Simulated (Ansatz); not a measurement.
Relaxed-ion elastic tensor of CsI (CsCl type, space group No. 221) in GPa (Voigt order), DFT-PBEsol in the program Ansatz with PAW potentials; density 4.71 g/cm³, 45.78 Å³ per atom.

```
24.9   6.8   6.8   0.0   0.0   0.0
 6.8  24.9   6.8   0.0   0.0   0.0
 6.8   6.8  24.9   0.0   0.0   0.0
 0.0   0.0   0.0   7.2   0.0   0.0
 0.0   0.0   0.0   0.0   7.2   0.0
 0.0   0.0   0.0   0.0   0.0   7.2
```

Problem. Is the crystal mechanically stable?

Solution. Yes: the smallest eigenvalue of C is 7.2 GPa.

Problem. Work out the Voigt, Reuss and Hill averages.

Solution. K_V = 12.8, K_R = 12.8, K_H = 12.8; G_V = 8.0, G_R = 7.8, G_H = 7.9 GPa.

Problem. Give Young's modulus, Poisson's ratio, Pugh's ratio and the universal anisotropy index.

Solution. E = 9KG/(3K + G) = 19.7 GPa; ν = 0.24; K/G = 1.62 (brittle by the Pugh limit of 1.75); A_U = 5G_V/G_R + K_V/K_R − 6 = 0.07.

Problem. Estimate the sound speeds and the Debye temperature.

Solution. v_l = √((K + 4G/3)/ρ) = 2230 m/s, v_t = √(G/ρ) = 1290 m/s, mean 1440 m/s; Θ = (h/k)(3n/4πV)^(1/3) v_m = 120 K.

Problem. Give the Zener ratio and Young's modulus along [100], [110] and [111].

Solution. A = 2C44/(C11 − C12) = 0.79; 1/E = S11 − 2(S11 − S12 − S44/2)Γ with Γ = 0, 1/4, 1/3 gives 22.0, 19.0, 18.2 GPa.

Space group Pm-3m (CsCl type). The cell was relaxed with PBEsol under the symmetry of its start; of distortions, only those at the zone centre were tested. Spin–orbit coupling is left out wherever it is not named.

Potentials: the later of the program's two PAW sets.
